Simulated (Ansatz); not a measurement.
AgW (rock salt, Fm-3m), a = b = c = 5.3010 Å, α = β = γ = 90.00°; the cell used has 2 atoms.

Relaxed with r²SCAN.

Problem. Which orbitals make up the states near the Fermi level in plane-wave PAW r²SCAN (Ansatz code)?

Solution. Within 0.5 eV of the Fermi level: W 5d 81 %, Ag 4d 13 %. Projections are on Löwdin-orthogonalised atomic valence shells; empty p or d shells of many metals are not among them.

Problem. Tabulate the density of states.

Solution. States/eV per cell of 2 atoms, in 0.25 eV bins, energy from the Fermi level.

```tsv
E (eV)	total	Ag 4d	W 5d	W 6s
-7.85	0.14	0.00	0.00	0.06
-7.60	0.19	0.01	0.00	0.09
-7.35	0.26	0.03	0.01	0.11
-7.10	0.38	0.08	0.02	0.14
-6.85	1.26	0.71	0.19	0.18
-6.60	4.60	3.44	0.58	0.37
-6.35	6.80	5.48	0.82	0.32
-6.10	7.00	5.89	0.75	0.13
-5.85	6.34	5.57	0.49	0.12
-5.60	5.88	5.28	0.32	0.10
-5.35	3.84	3.54	0.15	0.06
-5.10	5.12	4.92	0.07	0.07
-4.85	0.47	0.25	0.04	0.09
-4.60	0.62	0.26	0.10	0.12
-4.35	1.20	0.29	0.46	0.17
-4.10	1.06	0.21	0.44	0.15
-3.85	0.95	0.15	0.42	0.13
-3.60	1.00	0.13	0.48	0.11
-3.35	0.69	0.09	0.32	0.07
-3.10	0.08	0.01	0.03	0.01
-2.85	0.39	0.04	0.21	0.05
-2.60	0.83	0.07	0.49	0.12
-2.35	1.15	0.08	0.75	0.16
-2.10	1.40	0.08	0.95	0.19
-1.85	1.08	0.07	0.70	0.14
-1.60	1.02	0.06	0.68	0.10
-1.35	1.54	0.07	1.07	0.05
-1.10	2.19	0.14	1.74	0.01
-0.85	3.61	0.35	2.73	0.02
-0.60	2.70	0.31	2.09	0.02
-0.35	2.27	0.30	1.78	0.01
-0.10	2.07	0.28	1.66	0.01
0.15	1.77	0.22	1.46	0.01
0.40	1.12	0.12	0.94	0.01
0.65	3.24	0.28	2.89	0.01
0.90	3.84	0.12	3.59	0.02
1.15	3.32	0.09	2.97	0.13
1.40	2.28	0.11	1.85	0.16
1.65	1.59	0.12	1.16	0.13
1.90	1.46	0.12	0.94	0.18
2.15	1.30	0.11	0.74	0.24
2.40	0.83	0.04	0.36	0.23
2.65	0.71	0.02	0.23	0.20
2.90	0.65	0.02	0.18	0.17
3.15	0.63	0.02	0.15	0.15
3.40	0.57	0.01	0.11	0.14
3.65	0.53	0.01	0.09	0.13
3.90	0.48	0.01	0.07	0.11
4.15	0.46	0.01	0.07	0.12
4.40	0.56	0.02	0.08	0.15
4.65	0.53	0.02	0.07	0.14
```

The start of the workflow was typed in or built on a structure type; neither database checked (COD, Materials Project) lists it. Whether it is the stable phase at ambient conditions was not checked. Symmetry was held in the r²SCAN relaxation. At this level the phase is mechanically unstable. No spin polarisation was allowed. Its formation energy is positive at this level, so the cell may be metastable or incomplete. Spin–orbit coupling is left out wherever it is not named.

Potentials: the later of the program's two PAW sets.
